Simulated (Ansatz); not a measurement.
Here is the system:

WS₂:
```yaml
crystal:
  lattice:
    - [1.58681, 0.91614, 6.27242]
    - [-1.58681, 0.91614, 6.27242]
    - [0.00000, -1.83228, 6.27242]
  atoms:
    - { symbol: W, position: [0.99933, 0.99933, 0.99933] }
    - { symbol: S, position: [0.58309, 0.58309, 0.58309] }
    - { symbol: S, position: [0.74888, 0.74888, 0.74888] }
```

This is the r²SCAN+D4-relaxed structure. x, y and z are the axes in which the lattice vectors are written.

### Question
All from the program Ansatz at the r²SCAN+D4 level (PAW), unless another level is named. Predict the bulk modulus (Birch–Murnaghan fit).

### Answer
35.1 GPa.

### Question
What about the elastic constants (relaxed ions, GPa)?

### Answer
C11 = 254, C12 = 59.3, C13 = 10.8, C14 = 3.2, C33 = 40.5, C44 = 13.3.

Space group R3m. The workflow started from a Materials Project entry (that database holds measured and hypothetical structures alike); the Crystallography Open Database files this formula in space group No. 160, but the cells were not matched. It is not the phase usual at ambient conditions (space group No. 194). The r²SCAN+D4 relaxation kept the symmetry of its start; its stability against distortions is not shown here. No spin polarisation was allowed. Scalar-relativistic: spin–orbit coupling is off unless named, which matters more the heavier the elements.

Potentials: the earlier of the program's two PAW sets. The files were generated under PBE; for other functionals the program regenerates the frozen cores, and for LDA and PBEsol the local potential too.
